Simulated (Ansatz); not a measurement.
Computed with DFT PBE, scalar-relativistic, plane waves, PAW in Ansatz. Settings: cutoff 420 eV, Γ-centred meshes spaced at most about 0.3 Å⁻¹, and about 0.25 Å⁻¹ or finer for metals (2π included), Gaussian smearing. No spin polarisation in the final relaxations.

Formation energies are uncorrected and refer to the elements' standard structures at the same level (Cl₂ as a molecule).

A relaxed structure of Hf4Cl has 21.62 Å³/atom, +0.03 eV/atom against the elements, no gap on its mesh:

```yaml
crystal:
  lattice:
    - [4.76360, 0.00000, 0.00000]
    - [0.00000, 4.76360, 0.00000]
    - [0.00000, 0.00000, 4.76360]
  atoms:
    - { symbol: Hf, position: [0.50000, 0.00000, 0.00000] }
    - { symbol: Hf, position: [0.00000, 0.50000, 0.00000] }
    - { symbol: Hf, position: [0.00000, 0.00000, 0.50000] }
    - { symbol: Hf, position: [0.50000, 0.50000, 0.50000] }
    - { symbol: Cl, position: [0.00000, 0.00000, 0.00000] }
```

Question: Zr takes the place of Hf on the same sites, and the cell is relaxed. What changes?

Answer: Zr4Cl has a = 4.831 Å: 22.54 Å³/atom, −0.16 eV/atom against the elements, no gap on its mesh. The volume per atom changes by +4.3 % and the formation energy by -0.19 eV/atom (from unrounded values). Covalent radii: Hf 1.75 Å, Zr 1.75 Å; electronegativities 1.30 and 1.33. Zr on a site of symmetry 4/mmm has 2 Cl at 2.42 Å and 12 Zr at 3.42 Å; around Zr on a site of symmetry m-3m lie 12 Zr at 3.42 Å; around Cl lie 6 Zr at 2.42 Å.

```yaml
crystal:
  lattice:
    - [4.83059, 0.00000, 0.00000]
    - [0.00000, 4.83059, 0.00000]
    - [0.00000, 0.00000, 4.83059]
  atoms:
    - { symbol: Zr, position: [0.50000, 0.00000, 0.00000] }
    - { symbol: Zr, position: [0.00000, 0.50000, 0.00000] }
    - { symbol: Zr, position: [0.00000, 0.00000, 0.50000] }
    - { symbol: Zr, position: [0.50000, 0.50000, 0.50000] }
    - { symbol: Cl, position: [0.00000, 0.00000, 0.00000] }
```

The two cells were relaxed from separate starts that ended on the same group and sites; neither need be the stable form of its compound. These runs have no spin–orbit coupling, which can matter for Hf. Cells relaxed within their symmetry can be saddle points.
